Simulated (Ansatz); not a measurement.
Hf₃Ge in space group P4_2/n (No. 86; Hf on 8g, Hf on 8g, Hf on 8g, Ge on 8g) under volume change, PBEsol in the plane-wave PAW code Ansatz, shape and atoms relaxed at each volume.

```csv
V (Å³/atom),E − E(relaxed) (meV/atom),P (GPa)
17.948,76.5,14.88
18.540,32.3,9.19
19.132,7.7,4.26
19.723,0.0,0.00
20.315,7.0,-3.69
20.907,26.7,-6.89
```

Problem. What does a third-order Birch–Murnaghan fit give for V₀, B₀ and B′?

Solution. V₀ = 19.72 Å³/atom, B₀ = 132 GPa, B′ = 3.8.

The workflow started from a Materials Project entry (that database holds measured and hypothetical structures alike); the Crystallography Open Database copy checked does not list it. Its standing as an ambient phase is unchecked. Symmetry was held in the PBEsol relaxation; whether a distortion lowers the energy is not shown. The run is not spin-polarised. Scalar-relativistic: spin–orbit coupling is off unless named, which matters more the heavier the elements.

Potentials: the later of the program's two PAW sets.
